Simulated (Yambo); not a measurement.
Material: Au₂S (space group Pn-3m, No. 224); a = b = c = 5.274 Å, α = β = γ = 90.00° (6 atoms in the cell). The geometry is that of Materials Project entry mp-947, symmetrised and not relaxed again.

With norm-conserving LDA (Quantum ESPRESSO, 76 Ry, without SOC), the gap between the mesh's edge points (Γ → Γ) is 1.996 eV.

Estimate the G0W0 gap between the same points from Yambo (2×2×2 Γ-centred k mesh, bands 17 to 286 and a 8 Ry block in the screening, 286 bands in G with the Bruneval-Gonze terminator, plasmon pole fitted at 27.2 eV).

The correction is 0.694 eV, giving 2.690 eV, 1.3 times the LDA value.  Nearest settings tried, and what they do to the gap: 225 bands in W, 225 bands in G: +14 meV; 6 Ry block (257 vectors against 437): -52 meV; 1×1×1 mesh: -393 meV. So the settings aren't converged at that level. The k mesh is coarse. Without spin-orbit coupling, band edges of such heavy elements can be off by tenths of an eV.
